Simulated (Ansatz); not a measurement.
Values for one crystal, relaxed and computed with PBE+D3(BJ) (plane waves, PAW; program Ansatz); other levels are named.

```yaml
volume_per_atom: 18.33 Å³
electronic_character: metallic (no gap)
mechanical_stability: stable (all eigenvalues of C positive)
Bulk modulus (Birch–Murnaghan fit): 15.6 GPa
Density of states at the Fermi level: 0.46 states/eV per atom (mean over ±0.08 eV)
Elastic constants (relaxed ions, GPa): C11 = 16.4, C12 = 15.2, C44 = 11.7
Pressure derivative B′: 3.3
```

Q: Pick the material that matches.
(A) K, bcc (W type)
(B) Rb, bcc (W type)
(C) Cs, bcc (W type)
(D) Li, bcc (W type)

A: D, Li, bcc (W type)

Space group Im-3m (bcc (W type)). The PBE+D3(BJ) relaxation kept the symmetry of its start. The pairwise dispersion correction was not fitted to metals. As this level gives no gap, shear constants depend on the k-mesh and smearing (Fermi–Dirac, 0.1 eV here).

Potentials: the later of the program's two PAW sets.
